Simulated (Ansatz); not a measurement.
Task: Name crystals whose computed values (the program Ansatz at the LDA level (PAW)) fall in these windows: G_Hill (GPa) 240 to 320; Θ_D (K) 440 to 530.

Result: 

```
crystal            G_Hill (GPa)  Θ_D (K)
-----------------  ------------  -------
Os, hcp (Mg type)           289      488
Ir, fcc (Cu type)           251      454
```
Others may fit too.

All cells were relaxed under the symmetry of their starts (and spin orders); stability against distortions was not tested throughout. Rows with no word on spin ran without spin polarisation. Scalar-relativistic: spin–orbit coupling is off unless named, which matters more the heavier the elements.

Potentials: the later of the program's two PAW sets.
